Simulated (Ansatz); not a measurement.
Input for Ansatz (plane-wave DFT, PAW):

```yaml
crystal:
  lattice:
    - [5.1500683932, 0.0, 0.0]
    - [-2.5750341966, 4.4600900598, 0.0]
    - [0.0, 0.0, 9.4656328447]
  atoms:
    - { symbol: Ti, position: [0.3338527694, 1.0059510711, 0.118481875] }
    - { symbol: Ti, position: [-0.0059510711, 0.3279016983, 0.118481875] }
    - { symbol: Ti, position: [0.6720983017, 0.6661472306, 0.118481875] }
    - { symbol: Ti, position: [-0.0059510711, 0.6661472306, 0.381518125] }
    - { symbol: Ti, position: [0.6720983017, 1.0059510711, 0.381518125] }
    - { symbol: Ti, position: [0.3338527694, 0.3279016983, 0.381518125] }
    - { symbol: Ti, position: [0.6661472306, -0.0059510711, 0.881518125] }
    - { symbol: Ti, position: [1.0059510711, 0.6720983017, 0.881518125] }
    - { symbol: Ti, position: [0.3279016983, 0.3338527694, 0.881518125] }
    - { symbol: Ti, position: [1.0059510711, 0.3338527694, 0.618481875] }
    - { symbol: Ti, position: [0.3279016983, -0.0059510711, 0.618481875] }
    - { symbol: Ti, position: [0.6661472306, 0.6720983017, 0.618481875] }
    - { symbol: O, position: [0.6666666667, 0.3333333333, 0.25] }
    - { symbol: O, position: [0.3333333333, 0.6666666667, 0.75] }
    - { symbol: O, position: [0.0, 0.0, 0.25] }
    - { symbol: O, position: [0.0, 0.0, 0.75] }
basis:
  ecutwfc: 420
kpoints:
  mp_grid: { grid: [12, 12, 4] }
hamiltonian:
  xc: pbesol
scf:
  occupations: { method: gaussian, width: 0.1 }
output:
  forces: true
  stress: true
  eigenvalues: true
relax:
  adjacent_minimum: "off"
  f_tol: 0.01
  max_steps: 30
  cell: { stress_tol: 0.1, fix: [volume] }
```

Launched with
```bash
ansatz run input.yaml --threads 4 --pin off --max-ram 10240MiB --backend cpu --events-out ev --progress --plain --runs-dir out
```

Method: DFT PBEsol, scalar-relativistic, plane waves, PAW in Ansatz.

From the run's log, abridged:

```
Pseudopotentials: kind: paw
Pseudopotential: Ti, paw, valence charge 12, recommended cutoff 420 eV (normal)
Pseudopotential: O, paw, valence charge 6, recommended cutoff 420 eV (normal)
Functional definition: PBEsol
Crystal: 16 atoms, lattice volume = 217.423 Å³
Basis set: ecut = 420 eV, 4249 PW (Γ), exchange–correlation on 72×72×128 points (8 copies of the dense FFT grid, shifted against one another)
Bands: 101, of which v1, the nominal top of the filled ones, is band 84 counted from 1 (83 counted from 0)
Symmetry: 12 space group operations
Space group: P-31c (ITA 163), of the structure as read, at distance tolerance 6.0e-5 Å
k-points: 69 of 576
Initial density: superposition of atomic densities (neutral atoms: chi_scale 0, normalization atom), corrected by the library's trained network
Initial wavefunctions: pseudopotential atomic-orbital guess
Functional: x = pbesol(κ = 0.804, μ = 0.12345679), c = pbesol(β = 0.046)
SCF iter   1: F=—  HF=-31943.656008 eV  |F-HF|=—  |Δ(HF+E_count)|=         —  Δρ=9.80e-3  dr2=1.45e-1  ethr=1.77e-3  ⟨swp⟩=6.5  Hψ=27800  notcnv=0
SCF iter   2: F=—  HF=-31943.616900 eV  |F-HF|=—  |Δ(HF+E_count)|=   3.91e-2  Δρ=4.12e-3  dr2=3.35e-2  ethr=8.61e-5  ⟨swp⟩=2.0  Hψ=10919  notcnv=0  defer=547
SCF iter   3: F=—  HF=-31943.608656 eV  |F-HF|=—  |Δ(HF+E_count)|=   8.24e-3  Δρ=1.08e-3  dr2=4.14e-3  ethr=1.99e-5  ⟨swp⟩=2.4  Hψ=9873  notcnv=0  defer=547
SCF iter   4: F=—  HF=-31943.607755 eV  |F-HF|=—  |Δ(HF+E_count)|=   9.01e-4  Δρ=3.63e-4  dr2=5.38e-4  ethr=2.46e-6  ⟨swp⟩=2.0  Hψ=8455  notcnv=0  defer=547
SCF iter   5: F=—  HF=-31943.607613 eV  |F-HF|=—  |Δ(HF+E_count)|=   1.42e-4  Δρ=1.17e-4  dr2=4.02e-5  ethr=3.20e-7  ⟨swp⟩=2.0  Hψ=8765  notcnv=0  defer=547
SCF iter   6: F=—  HF=-31943.607459 eV  |F-HF|=—  |Δ(HF+E_count)|=   1.54e-4  Δρ=2.93e-5  dr2=2.35e-6  ethr=2.39e-8  ⟨swp⟩=2.0  Hψ=8537  notcnv=0  defer=547
SCF iter   7: F=—  HF=-31943.607458 eV  |F-HF|=—  |Δ(HF+E_count)|=   4.17e-7  Δρ=9.11e-6  dr2=1.39e-7  ethr=1.40e-9  ⟨swp⟩=2.0  Hψ=8669  notcnv=0  defer=547
SCF iter   8: F=-31943.607458 eV  HF=-31943.607458 eV  |F-HF|=2.29e-8  |Δ(HF+E_count)|=   3.11e-8  Δρ=3.56e-6  dr2=2.78e-8  ethr=5.95e-11  ⟨swp⟩=11.2  Hψ=26473  notcnv=0
SCF 1 converged in 8 iterations: F = -31943.607458 eV  dr2 = 2.78e-8
relax step   1: F+E_penalty+E_count = -31943.60745831 eV  Δ(F+E_penalty+E_count) = +0.000e0 eV  max|allowed force component| = 9.820e-2 eV/Å  Δτ_max = 0.0000 Å  P = -4.893 GPa  Ω = 217.423 Å³  fix = [volume]  reactions: volume -4.893 GPa (8 SCF iters, dr2 threshold 1.00e-7 eV, accepted)
Basis set: ecut = 420 eV, 4261 PW (Γ), exchange–correlation on 72×72×128 points (8 copies of the dense FFT grid, shifted against one another)
Initial density: handed on by an earlier stage of this run
Initial wavefunctions: those handed on with the density
SCF iter   1: F=—  HF=-31943.613302 eV  |F-HF|=—  |Δ(HF+E_count)|=         —  Δρ=1.42e-3  dr2=7.18e-3  ethr=4.68e-6  ⟨swp⟩=2.1  Hψ=28513  notcnv=0
SCF iter   2: F=—  HF=-31943.612117 eV  |F-HF|=—  |Δ(HF+E_count)|=   1.19e-3  Δρ=8.03e-4  dr2=3.17e-3  ethr=4.28e-6  ⟨swp⟩=1.0  Hψ=6969  notcnv=0
SCF iter   3: F=—  HF=-31943.611191 eV  |F-HF|=—  |Δ(HF+E_count)|=   9.26e-4  Δρ=1.93e-4  dr2=2.15e-4  ethr=1.89e-6  ⟨swp⟩=2.0  Hψ=8378  notcnv=0
SCF iter   4: F=—  HF=-31943.611079 eV  |F-HF|=—  |Δ(HF+E_count)|=   1.12e-4  Δρ=7.62e-5  dr2=9.23e-6  ethr=1.28e-7  ⟨swp⟩=2.0  Hψ=9218  notcnv=0
SCF iter   5: F=—  HF=-31943.611078 eV  |F-HF|=—  |Δ(HF+E_count)|=   1.41e-6  Δρ=2.27e-5  dr2=1.40e-6  ethr=5.49e-9  ⟨swp⟩=2.0  Hψ=9476  notcnv=0
SCF iter   6: F=-31943.611078 eV  HF=-31943.611078 eV  |F-HF|=5.25e-8  |Δ(HF+E_count)|=   2.97e-7  Δρ=5.66e-6  dr2=8.22e-8  ethr=3.59e-10  ⟨swp⟩=7.8  Hψ=27738  notcnv=0
SCF 2 converged in 6 iterations: F = -31943.611078 eV  dr2 = 8.22e-8
relax step   2: F+E_penalty+E_count = -31943.61107751 eV  Δ(F+E_penalty+E_count) = -3.619e-3 eV  max|allowed force component| = 5.478e-2 eV/Å  Δτ_max = 0.0111 Å  P = -4.572 GPa  Ω = 217.423 Å³  energy of the carried Pulay correction = +1.081e-16 eV  fix = [volume]  reactions: volume -4.572 GPa (6 SCF iters, dr2 threshold 6.03e-7 eV, accepted)
SCF iter   1: F=—  HF=-31943.613732 eV  |F-HF|=—  |Δ(HF+E_count)|=         —  Δρ=6.67e-4  dr2=2.74e-3  ethr=1.73e-6  ⟨swp⟩=1.9  Hψ=26767  notcnv=0
SCF iter   2: F=—  HF=-31943.613323 eV  |F-HF|=—  |Δ(HF+E_count)|=   4.09e-4  Δρ=4.16e-4  dr2=1.29e-3  ethr=1.63e-6  ⟨swp⟩=1.0  Hψ=6969  notcnv=0
SCF iter   3: F=—  HF=-31943.612975 eV  |F-HF|=—  |Δ(HF+E_count)|=   3.49e-4  Δρ=6.96e-5  dr2=1.02e-5  ethr=7.69e-7  ⟨swp⟩=2.0  Hψ=8387  notcnv=0
SCF iter   4: F=—  HF=-31943.612944 eV  |F-HF|=—  |Δ(HF+E_count)|=   3.01e-5  Δρ=3.19e-5  dr2=1.83e-6  ethr=6.09e-9  ⟨swp⟩=2.0  Hψ=9538  notcnv=0
SCF iter   5: F=—  HF=-31943.612944 eV  |F-HF|=—  |Δ(HF+E_count)|=   2.74e-7  Δρ=1.03e-5  dr2=2.47e-7  ethr=1.09e-9  ⟨swp⟩=2.0  Hψ=9197  notcnv=0
SCF iter   6: F=-31943.612944 eV  HF=-31943.612944 eV  |F-HF|=6.33e-9  |Δ(HF+E_count)|=   6.15e-8  Δρ=2.24e-6  dr2=1.13e-8  ethr=1.12e-10  ⟨swp⟩=6.7  Hψ=24654  notcnv=0
SCF 3 converged in 6 iterations: F = -31943.612944 eV  dr2 = 1.13e-8
relax step   3: F+E_penalty+E_count = -31943.61294407 eV  Δ(F+E_penalty+E_count) = -1.867e-3 eV  max|allowed force component| = 1.912e-2 eV/Å  Δτ_max = 0.0042 Å  P = -4.634 GPa  Ω = 217.423 Å³  energy of the carried Pulay correction = +9.949e-15 eV  fix = [volume]  reactions: volume -4.634 GPa (6 SCF iters, dr2 threshold 1.88e-7 eV, accepted)
SCF iter   1: F=—  HF=-31943.613316 eV  |F-HF|=—  |Δ(HF+E_count)|=         —  Δρ=2.68e-4  dr2=4.85e-4  ethr=2.99e-7  ⟨swp⟩=2.0  Hψ=26744  notcnv=0
SCF iter   2: F=—  HF=-31943.613270 eV  |F-HF|=—  |Δ(HF+E_count)|=   4.67e-5  Δρ=1.62e-4  dr2=2.19e-4  ethr=2.89e-7  ⟨swp⟩=1.0  Hψ=6969  notcnv=0
SCF iter   3: F=—  HF=-31943.613202 eV  |F-HF|=—  |Δ(HF+E_count)|=   6.77e-5  Δρ=3.77e-5  dr2=5.16e-6  ethr=1.31e-7  ⟨swp⟩=2.0  Hψ=8385  notcnv=0
SCF iter   4: F=—  HF=-31943.613128 eV  |F-HF|=—  |Δ(HF+E_count)|=   7.42e-5  Δρ=1.56e-5  dr2=3.20e-7  ethr=3.07e-9  ⟨swp⟩=2.0  Hψ=9522  notcnv=0
SCF iter   5: F=—  HF=-31943.613128 eV  |F-HF|=—  |Δ(HF+E_count)|=   7.74e-9  Δρ=3.77e-6  dr2=4.64e-8  ethr=1.90e-10  ⟨swp⟩=2.0  Hψ=8886  notcnv=0
SCF iter   6: F=-31943.613128 eV  HF=-31943.613128 eV  |F-HF|=1.33e-9  |Δ(HF+E_count)|=   1.12e-8  Δρ=8.61e-7  dr2=2.10e-9  ethr=1.36e-11  ⟨swp⟩=5.0  Hψ=21929  notcnv=0
SCF 4 converged in 6 iterations: F = -31943.613128 eV  dr2 = 2.10e-9
relax step   4: F+E_penalty+E_count = -31943.61312762 eV  Δ(F+E_penalty+E_count) = -1.836e-4 eV  max|allowed force component| = 3.700e-3 eV/Å  Δτ_max = 0.0012 Å  P = -4.621 GPa  Ω = 217.423 Å³  energy of the carried Pulay correction = +1.081e-16 eV  fix = [volume]  reactions: volume -4.621 GPa (6 SCF iters, dr2 threshold 2.28e-8 eV, accepted)
Initial wavefunctions: pseudopotential atomic-orbital guess (no wavefunctions were taken with the density)
SCF iter   1: F=—  HF=-31943.613197 eV  |F-HF|=—  |Δ(HF+E_count)|=         —  Δρ=9.82e-6  dr2=2.36e-8  ethr=8.32e-7  ⟨swp⟩=3.1  Hψ=42002  notcnv=0
SCF iter   2: F=—  HF=-31943.613134 eV  |F-HF|=—  |Δ(HF+E_count)|=   6.36e-5  Δρ=5.00e-6  dr2=6.42e-9  ethr=1.40e-11  ⟨swp⟩=4.0  Hψ=15644  notcnv=0
SCF iter   3: F=—  HF=-31943.613134 eV  |F-HF|=—  |Δ(HF+E_count)|=   6.08e-9  Δρ=2.06e-6  dr2=1.01e-9  ethr=3.82e-12  ⟨swp⟩=2.0  Hψ=8075  notcnv=0
SCF iter   4: F=-31943.613134 eV  HF=-31943.613134 eV  |F-HF|=1.09e-10  |Δ(HF+E_count)|=   1.68e-9  Δρ=2.51e-7  dr2=1.40e-10  ethr=1.00e-12  ⟨swp⟩=2.0  Hψ=8073  notcnv=0
SCF iter   5: F=-31943.613134 eV  HF=-31943.613134 eV  |F-HF|=1.46e-11  |Δ(HF+E_count)|=  1.46e-11  Δρ=8.07e-8  dr2=1.78e-11  ethr=1.00e-12  ⟨swp⟩=1.0  Hψ=6969  notcnv=0
SCF iter   6: F=-31943.613134 eV  HF=-31943.613134 eV  |F-HF|=7.28e-12  |Δ(HF+E_count)|=  7.28e-12  Δρ=2.40e-8  dr2=8.00e-13  ethr=1.00e-12  ⟨swp⟩=1.0  Hψ=6969  notcnv=0
SCF iter   7: F=-31943.613134 eV  HF=-31943.613134 eV  |F-HF|=7.28e-12  |Δ(HF+E_count)|=  7.28e-12  Δρ=8.74e-9  dr2=1.16e-13  ethr=1.00e-12  ⟨swp⟩=1.0  Hψ=6969  notcnv=0
SCF iter   8: F=-31943.613134 eV  HF=-31943.613134 eV  |F-HF|=0.00e0  |Δ(HF+E_count)|=  1.46e-11  Δρ=3.03e-9  dr2=1.53e-14  ethr=1.00e-12  ⟨swp⟩=2.8  Hψ=16110  notcnv=0
SCF 5 converged in 8 iterations: F = -31943.613134 eV  dr2 = 1.53e-14
SCF converged after 8 iterations
Free energy (F): -31943.613134 eV
Harris-Foulkes:  -31943.613134 eV  (|F-HF|=0.00e0)
Internal energy: -31943.565539 eV  (E = F + TS)
E sigma→0 (E₀):  -31943.589336 eV
Entropy (-TS):   -0.047595 eV (-2.975 meV/atom)
Fermi energy:    14.205461 eV
--- Per-component energies (eV) ---
  E_band       = -1736.378380
  E_kinetic    = 3975.803617
  E_local      = -10702.977070  (includes V_loc(G=0)·N_el)
  E_nonlocal   = 298.984002
  E_hartree    = 4358.308351
  E_xc         = -1458.229957
  E_vxc        = -1840.997452  (∫ρ·V_xc dr)
  E_paw        = -12876.791443  (= ΣΔE_a)
  E_vpaw       = -2183.818881  (= ΣTr[D̂ρ^β])
  E_aug_tail   = 0.010696  (compensation charges beyond the density's cutoff)
  E_ewald      = -15540.487498
  E_core_change = 1.813763  (= ΣΔE_core)
  E_smearing   = -0.047595  (= −TS)
--- Forces (eV/Å), atoms counted from 1 ---
  atom   1  Ti    -0.00138614     0.00222373     0.00367297
  atom   2  Ti    -0.00123274    -0.00231230     0.00367297
  atom   3  Ti     0.00261888     0.00008856     0.00367297
  atom   4  Ti    -0.00261888     0.00008856    -0.00367297
  atom   5  Ti     0.00138614     0.00222373    -0.00367297
  atom   6  Ti     0.00123274    -0.00231230    -0.00367297
  atom   7  Ti     0.00138614    -0.00222373    -0.00367297
  atom   8  Ti     0.00123274     0.00231230    -0.00367297
  atom   9  Ti    -0.00261888    -0.00008856    -0.00367297
  atom  10  Ti     0.00261888    -0.00008856     0.00367297
  atom  11  Ti    -0.00138614    -0.00222373     0.00367297
  atom  12  Ti    -0.00123274     0.00231230     0.00367297
  atom  13  O      0.00000000     0.00000000     0.00000000
  atom  14  O      0.00000000     0.00000000     0.00000000
  atom  15  O      0.00000000     0.00000000     0.00000000
  atom  16  O      0.00000000     0.00000000     0.00000000
--- Stress (GPa, compression-positive) ---
       -4.618631       0.000000       0.000000
        0.000000      -4.618631       0.000000
        0.000000       0.000000      -4.627602
  P = ⅓ Tr σ = -4.6216 GPa (-46.216 kbar)
--- Band table (eV; the first three rows and the last of 69) ---
  k-point 0: bands = ["-42.5065", "-42.4588", "-42.4237", "-42.3753", "-42.3687", "-42.3687", "-42.3654", "-42.3654", "-42.3632", "-42.3632", "-42.3600", "-42.3600", "-19.3126", "-19.1299", "-19.0894", "-19.0818", "-19.0818", "-19.0264", "-19.0264", "-19.0155", "-18.9719", "-18.9381", "-18.9099", "-18.9099", "-18.9080", "-18.8755", "-18.8755", "-18.8042", "-18.8042", "-18.7923", "-18.7894", "-18.7488", "-18.7416", "-18.7416", "-18.6990", "-18.6524", "-18.6524", "-18.6330", "-18.6330", "-18.5669", "-18.5669", "-18.5532", "-18.5532", "-18.5253", "-18.5253", "-18.5093", "-18.5045", "-18.5045", "-6.5748", "-6.5334", "-6.2741", "-6.2681", "6.4730", "6.7485", "6.7485", "6.7808", "6.7808", "6.7879" ...
  k-point 1: bands = ["-42.5019", "-42.4711", "-42.4113", "-42.3800", "-42.3684", "-42.3684", "-42.3663", "-42.3663", "-42.3624", "-42.3624", "-42.3603", "-42.3603", "-19.2878", "-19.1241", "-19.1223", "-19.0763", "-19.0684", "-19.0684", "-19.0199", "-19.0199", "-18.9474", "-18.9437", "-18.9437", "-18.9202", "-18.9038", "-18.9038", "-18.9003", "-18.8096", "-18.7695", "-18.7667", "-18.7667", "-18.7281", "-18.7107", "-18.7107", "-18.6834", "-18.6661", "-18.6661", "-18.6384", "-18.6384", "-18.5689", "-18.5689", "-18.5594", "-18.5594", "-18.5353", "-18.5215", "-18.5215", "-18.5071", "-18.5071", "-6.5687", "-6.5395", "-6.2732", "-6.2690", "6.5125", "6.7332", "6.7536", "6.7536", "6.7764", "6.7764" ...
  k-point 2: bands = ["-42.4891", "-42.4891", "-42.3930", "-42.3930", "-42.3675", "-42.3675", "-42.3675", "-42.3675", "-42.3612", "-42.3612", "-42.3612", "-42.3612", "-19.2181", "-19.2181", "-19.1028", "-19.1028", "-19.0347", "-19.0347", "-19.0347", "-19.0347", "-18.9483", "-18.9483", "-18.9483", "-18.9483", "-18.9397", "-18.9397", "-18.8447", "-18.8447", "-18.7419", "-18.7419", "-18.7100", "-18.7100", "-18.7100", "-18.7100", "-18.6620", "-18.6620", "-18.6620", "-18.6620", "-18.6048", "-18.6048", "-18.5685", "-18.5685", "-18.5685", "-18.5685", "-18.5138", "-18.5138", "-18.5138", "-18.5138", "-6.5541", "-6.5541", "-6.2711", "-6.2711", "6.6159", "6.6159", "6.7652", "6.7652", "6.7652", "6.7652" ...
  k-point 68: bands = ["-42.4298", "-42.4242", "-42.4242", "-42.4117", "-42.4048", "-42.4048", "-42.3750", "-42.3711", "-42.3711", "-42.3569", "-42.3533", "-42.3533", "-19.2167", "-19.1603", "-19.1603", "-19.0727", "-19.0727", "-19.0673", "-19.0253", "-19.0005", "-19.0005", "-18.9820", "-18.9451", "-18.9028", "-18.9028", "-18.8121", "-18.8121", "-18.7754", "-18.7664", "-18.7664", "-18.7220", "-18.7187", "-18.7187", "-18.6788", "-18.6762", "-18.6762", "-18.6380", "-18.6380", "-18.6134", "-18.6134", "-18.6134", "-18.5853", "-18.5836", "-18.5836", "-18.5462", "-18.5398", "-18.5398", "-18.5336", "-6.4203", "-6.4203", "-6.3910", "-6.3742", "6.3920", "6.3920", "6.9613", "7.0522", "7.0522", "7.0767 ...
--- Relaxed structure (4 steps of the walk, 4 accepted, 1 SCFs on fresh bases) ---
  F+E_penalty+E_count = -31943.61313388 eV   max|allowed force component| = 3.673e-3 eV/Å   (the final SCF, on the basis selected at the relaxed cell)
  cell:  # Å, volume = 217.4234 Å³
    - [5.15296224, 0.0, 0.0]
    - [-2.57648112, 4.46259621, 0.0]
    - [0.0, 0.0, 9.45500420]
  atoms:
    - { symbol: Ti, position: [0.33394293, 1.00745661, 0.11880701] }
    - { symbol: Ti, position: [-0.00745661, 0.32648632, 0.11880701] }
    - { symbol: Ti, position: [0.67351367, 0.66605706, 0.11880701] }
    - { symbol: Ti, position: [-0.00745661, 0.66605706, 0.38119298] }
    - { symbol: Ti, position: [0.67351367, 1.00745661, 0.38119298] }
    - { symbol: Ti, position: [0.33394293, 0.32648632, 0.38119298] }
    - { symbol: Ti, position: [0.66605706, -0.00745661, 0.88119298] }
    - { symbol: Ti, position: [1.00745661, 0.67351367, 0.88119298] }
    - { symbol: Ti, position: [0.32648632, 0.33394293, 0.88119298] }
    - { symbol: Ti, position: [1.00745661, 0.33394293, 0.61880701] }
    - { symbol: Ti, position: [0.32648632, -0.00745661, 0.61880701] }
    - { symbol: Ti, position: [0.66605706, 0.67351367, 0.61880701] }
    - { symbol: O, position: [0.66666666, 0.33333333, 0.25] }
    - { symbol: O, position: [0.33333333, 0.66666666, 0.75] }
    - { symbol: O, position: [0.0, 0.0, 0.25] }
    - { symbol: O, position: [0.0, 0.0, 0.75] }
```

The relaxation met its thresholds.

It took 2.1 min on 4 threads of Oxide Virtual Turin-like Processor (Zen 5), on a shared host, peak memory 1.6 GiB.

Spin polarisation was left out, and a magnetic state may lie lower.